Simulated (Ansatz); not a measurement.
All numbers below come from Ansatz 0.2.0, DFT PBE, scalar-relativistic, plane waves, PAW. All cells share a 420 eV cutoff and Γ-centred k meshes spaced at most about 0.3 Å⁻¹ (about 0.25 or finer for metals, 2π included). No spin polarisation in the final relaxations.

These are static total energies at zero pressure. All come from trial cells, and lower structures may exist.

Question: Order these relaxed structures of Zr3H by energy, lowest first, with the energy over the lowest of them.
1.

```cif
data_structure
_symmetry_space_group_name_H-M 'Pm-3n'
_symmetry_Int_Tables_number 223
_cell_length_a 5.3686
_cell_length_b 5.3686
_cell_length_c 5.3686
_cell_angle_alpha 90.000
_cell_angle_beta 90.000
_cell_angle_gamma 90.000
_cell_volume 154.73
loop_
_atom_site_label
_atom_site_type_symbol
_atom_site_symmetry_multiplicity
_atom_site_Wyckoff_symbol
_atom_site_fract_x
_atom_site_fract_y
_atom_site_fract_z
_atom_site_occupancy
Zr1 Zr 6 c 0.25000 0.00000 0.50000 1
H1 H 2 a 0.00000 0.00000 0.00000 1
```

2.

```cif
data_structure
_symmetry_space_group_name_H-M 'Im-3m'
_symmetry_Int_Tables_number 229
_cell_length_a 5.3821
_cell_length_b 5.3821
_cell_length_c 5.3821
_cell_angle_alpha 90.000
_cell_angle_beta 90.000
_cell_angle_gamma 90.000
_cell_volume 155.91
loop_
_atom_site_label
_atom_site_type_symbol
_atom_site_symmetry_multiplicity
_atom_site_Wyckoff_symbol
_atom_site_fract_x
_atom_site_fract_y
_atom_site_fract_z
_atom_site_occupancy
Zr1 Zr 6 b 0.50000 0.00000 0.00000 1
H1 H 2 a 0.00000 0.00000 0.00000 1
```

3.

```cif
data_structure
_symmetry_space_group_name_H-M 'P6_3/mcm'
_symmetry_Int_Tables_number 193
_cell_length_a 5.5998
_cell_length_b 5.5998
_cell_length_c 5.2693
_cell_angle_alpha 90.000
_cell_angle_beta 90.000
_cell_angle_gamma 120.000
_cell_volume 143.09
loop_
_atom_site_label
_atom_site_type_symbol
_atom_site_symmetry_multiplicity
_atom_site_Wyckoff_symbol
_atom_site_fract_x
_atom_site_fract_y
_atom_site_fract_z
_atom_site_occupancy
Zr1 Zr 6 g 0.33841 0.00000 0.25000 1
H1 H 2 b 0.00000 0.00000 0.00000 1
```

4.

```cif
data_structure
_symmetry_space_group_name_H-M 'P6_3/mmc'
_symmetry_Int_Tables_number 194
_cell_length_a 7.5633
_cell_length_b 7.5633
_cell_length_c 3.1734
_cell_angle_alpha 90.000
_cell_angle_beta 90.000
_cell_angle_gamma 120.000
_cell_volume 157.21
loop_
_atom_site_label
_atom_site_type_symbol
_atom_site_symmetry_multiplicity
_atom_site_Wyckoff_symbol
_atom_site_fract_x
_atom_site_fract_y
_atom_site_fract_z
_atom_site_occupancy
Zr1 Zr 6 h 0.20180 0.40360 0.25000 1
H1 H 2 d 0.33333 0.66667 0.75000 1
```

Answer: 3 (0 meV/atom), 4 (417 meV/atom), 1 (774 meV/atom), 2 (795 meV/atom). Forms: 3 P6_3/mcm; 4 P6_3/mmc; 1 A15 type, Pm-3n; 2 Im-3m. Counting Zr atoms around H (those within 1.25 times the shortest such distance or 1.15 times the sum of covalent radii, 1.27 where that leaves under three; the shortest distance is added where it exceeds 1.18 times the sum of covalent radii): cell 3 has H 6; cell 4 has H 6; cell 1 has H 12 from 3.0 Å; cell 2 has H 6.

With hydrogen, zero-point motion can shift such differences by 10 meV/atom or more. Cells relaxed within their symmetry can be saddle points. Some types were kept out of the candidates beforehand, so the set may lack a known form.
